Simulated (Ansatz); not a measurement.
Given:

Rh:
```
Rh
1.0
    0.00000     2.71636     2.71636
    2.71636     0.00000     2.71636
    2.71636     2.71636     0.00000
Rh
2
Direct
  0.00000   0.00000   0.00000
  0.25000   0.25000   0.25000
```

This is the PBEsol-relaxed structure.

Q: All from PBEsol in the plane-wave PAW code Ansatz, unless another level is named. Estimate the highest zone-centre frequency.

A: 247 cm^-1.

Q: What about the bulk modulus (Birch–Murnaghan fit)?

A: 150 GPa.

Space group Fd-3m (diamond). The start of the workflow was typed in or built on a structure type; neither database checked (COD, Materials Project) lists it. It is not the phase usual at ambient conditions (space group No. 225). Symmetry was held in the PBEsol relaxation. At this level the phase is mechanically unstable. The workflow began spin-polarised and lost its moments. As this level gives no gap, phonon frequencies hold no LO–TO term and depend on the k-mesh and smearing (Fermi–Dirac, 0.1 eV here).

Potentials: the later of the program's two PAW sets.
